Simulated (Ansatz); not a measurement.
**Ionic part of the dielectric constant of LiAlF4, mode by mode**

These are results of DFT PBE, scalar-relativistic, plane waves, PAW in Ansatz 0.2.0, not measurements. Cutoff 420 eV, 6×6×4 k-points (Γ-centred), fixed occupations. No spin polarisation. Phonons by linear response, acoustic sum rule imposed.

Space group P6_3mc (No. 186), hexagonal, a = 5.824 Å, c = 9.511 Å. Li has 4 F at 1.87 Å; Al is surrounded by 4 F at 1.70 Å; F on a site of symmetry m is surrounded by 1 Al at 1.70 Å and 1 Li at 1.87 Å; F on a site of symmetry 3m has 1 Al at 1.70 Å and 1 Li at 1.87 Å.

It was reached by relaxing an invented guess, and it needn't be the stable form of this composition. Modes under 40 cm⁻¹ are poorly fixed.

The primitive cell has V = 279.41 Å³ and ε∞,yy = 1.436. Each polar mode adds Δε = (4.92064×10⁷/V)·S/ν² along y, with S its oscillator strength in e²/amu, ν in cm⁻¹ and V in Å³.

Q: From these modes, find each Δε and ε0,yy.
| ν (cm⁻¹) | S_yy (e²/amu) |
| --- | --- |
| 269.47 | 0.2495 |
| 430.67 | 0.1575 |
| 755.18 | 0.6241 |

A:
```
ν (cm⁻¹)    Δε
  269.47  0.61
  430.67  0.15
  755.18  0.19
```

The sum is 0.95, so ε0,yy = 2.39; the run's tensor has 2.38.

Q: Where do the longitudinal modes lie for a wave vector along y?

A: At 308.04, 453.01, 809.18 cm⁻¹. The Lyddane–Sachs–Teller product Π(ν_LO/ν_TO)² = 1.66 agrees with ε0/ε∞ = 1.66.
